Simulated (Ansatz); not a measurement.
Here is the system:

BAs (zinc blende, F-43m), a = b = c = 4.771 Å, α = β = γ = 90.00°; the cell used has 2 atoms.

This is the HSE06-relaxed structure.

**Question.** All from plane-wave PAW HSE06 (Ansatz code), unless another level is named. Predict the smallest direct gap on the standard path.

**Answer.** 4.12 eV.

**Question.** And the band gap?

**Answer.** 1.82 eV (indirect).

**Question.** And the gap with spin–orbit coupling?

**Answer.** 1.75 eV (at the special points and the edges found without it).

**Question.** Give the valence-band maximum.

**Answer.** at Γ.

The HSE06 relaxation kept the symmetry of its start. The hybrid was solved on a coarse mesh, the path and, where they were found, the r²SCAN edge points; its band edges are the extreme levels among these. Spin–orbit coupling is left out wherever it is not named.

Potentials: the earlier of the program's two PAW sets.
